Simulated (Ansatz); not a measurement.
Here is the system:

LiNbO3:
Space group R-3, hexagonal axes (No. 148); a = 5.2087 Å, b = 5.2087 Å, c = 14.2164 Å, α = 90.00°, β = 90.00°, γ = 120.00°

```
atom  site  symmetry       x       y       z
----  ----  --------  ------  ------  ------
Li      6c        3.  0.0000  0.0000  0.3567
Nb      6c        3.  0.0000  0.0000  0.1437
O      18f         1  0.3173  0.0289  0.2444
```
(The calculation used a cell of 10 atoms; values per cell refer to that cell.)

This is the r²SCAN-relaxed structure.

### Question
All from the program Ansatz at the r²SCAN level (PAW), unless another level is named. Estimate the Born charges (a third of the trace).

### Answer
Li +1.32, Nb +5.47, O -2.26 e.

### Question
Next, the electronic dielectric constant ε∞ (DFPT)?

### Answer
4.66 (xx = yy), 3.14 (zz).

### Question
Predict the Bader charges.

### Answer
Li +0.92, Nb +2.81, O -1.24 e.

### Question
Give the static dielectric constant ε0 (ions relaxed, cell fixed).

### Answer
27.0 (xx = yy), 11.0 (zz).

The first step of the workflow began from a Materials Project structure, measured or hypothetical; the Crystallography Open Database files this formula in space group No. 148, but the cells were not matched. It is not the phase usual at ambient conditions (space group No. 161). The cell was relaxed with r²SCAN under the symmetry of its start; whether a distortion lowers the energy is not shown. The run is not spin-polarised. Spin–orbit coupling is left out wherever it is not named.

Potentials: the earlier of the program's two PAW sets. The files were generated under PBE; for other functionals the program regenerates the frozen cores, and for LDA and PBEsol the local potential too.
